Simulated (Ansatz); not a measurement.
LaCu$_{2}$ (space group P6/mmm)

```yaml
crystal:
  lattice:
    - [4.26322, 0.00000, 0.00000]
    - [-2.13161, 3.69206, 0.00000]
    - [0.00000, 0.00000, 3.78231]
  atoms:
    - { symbol: La, position: [0.00000, 0.00000, 0.00000] }
    - { symbol: Cu, position: [0.33333, 0.66667, 0.50000] }
    - { symbol: Cu, position: [0.66667, 0.33333, 0.50000] }
```

The slice is a (-1 2 -1 0) plane (indices of the conventional cell) through the point (0.333, 0.667, 0.500) (fractional), spanned by u = [001] and v = [210] in vectors of this cell: u (3.78 Å) and v (7.38 Å, at 90° to u). It covers one period; positions are fractions (u, v).

Computed with PBEsol (plane waves to 420 eV, PAW, scalar-relativistic; Ansatz, a program for electronic structure). k mesh 13×13×12. These are valence fields of a PAW run, semicore shells included where kept as valence: close to a nucleus they are smooth pseudo fields. LaCu2 is run without spin polarisation. LaCu2 was relaxed with its symmetry unable to fall.

Question: What is the ELF at the midpoint of the shortest Cu–Cu line in this plane (2.46 Å)?

Answer: 0.3.

Question: Sketch the electrostatic potential energy of an electron, from the cell's mean on this plane as a map.

Answer: 
```tsv
v \ u	0.00	0.12	0.25	0.38	0.50	0.62	0.75	0.88
0.94	x	x	4.5	9.2	9.8	9.2	4.5	x
0.84	5.4	7.0	9.0	9.4	9.3	9.4	9.0	7.0
0.75	x	x	6.1	9.3	9.6	9.3	6.1	x
0.66	x	x	x	9.1	10.1	9.1	x	x
0.56	x	x	6.5	7.7	7.5	7.7	6.5	x
0.47	8.6	7.5	3.0	<2.0	x	<2.0	3.0	7.5
0.38	7.3	4.0	x	x	x	x	x	4.0
0.28	7.5	4.3	<2.0	x	x	x	<2.0	4.3
0.19	8.4	7.6	4.0	<2.0	<2.0	<2.0	4.0	7.6
0.09	x	x	6.2	8.2	8.2	8.2	6.2	x
0.00	x	x	x	9.1	10.1	9.1	x	x
```

Values: electrostatic potential energy of an electron, from the cell's mean, in eV. Points within 1 Å of a nucleus are blanked (x), as the pseudised field means little there. Values under 2 eV are set to 2. The zero, the cell's mean, hangs on the PAW cores.
